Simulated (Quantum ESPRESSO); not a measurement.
## Quadrupole interaction in SiC (changed cell)

```
CELL_PARAMETERS angstrom
      3.10645     0.00000     0.00000
     -1.55322     2.69026     0.00000
      0.00000     0.00000     9.86924
ATOMIC_POSITIONS crystal
  Si 0.66667 0.33333 0.93864
  Si 0.33333 0.66667 0.43864
  Si 0.00000 0.00000 0.68885
  Si 0.00000 0.00000 0.18885
  C  0.66667 0.33333 0.74883
  C  0.33333 0.66667 0.24883
  C  0.00000 0.00000 0.49967
  C  0.00000 0.00000 0.99967
```
The cell was made here from a computed Materials Project entry: strained by -2 % along the unique axis and by +1 % across it, atoms relaxed (PBE without dispersion, pw.x of a modified build of Quantum ESPRESSO, symmetry kept). The parent is SiC in P6₃mc, a polytype of 4 double layers. Stability against distortions was not tested.

Convention: |Vzz| is the largest principal value, η_Q = (Vxx − Vyy)/Vzz, |C_Q| = |eQVzz/h|. Cores are frozen. Against all-electron runs on small test molecules, this scheme's |Vzz| missed by −6 % on Si, +9 % on C. The structure is static (0 K, no zero-point motion).

Problem. What do the calculations give at each independent site (field gradients by a PBE PAW density (pw.x of Quantum ESPRESSO, JTH datasets) with the all-electron reconstruction of Petrilli and co-workers, 20 Ha, k-mesh 8×8×3 through Γ)?

Solution. 
```
site              site symmetry  Vzz (a.u.)   η_Q  ∣C_Q∣ (MHz)
----------------  -------------  ----------  ----  -----------
Si1 (atoms 1, 2)             3m      -0.054  0.00            –
Si2 (atoms 3, 4)             3m  under 0.02     –            –
C1 (atoms 5, 6)              3m      -0.021  0.00            –
C2 (atoms 7, 8)              3m      -0.041  0.00            –
```
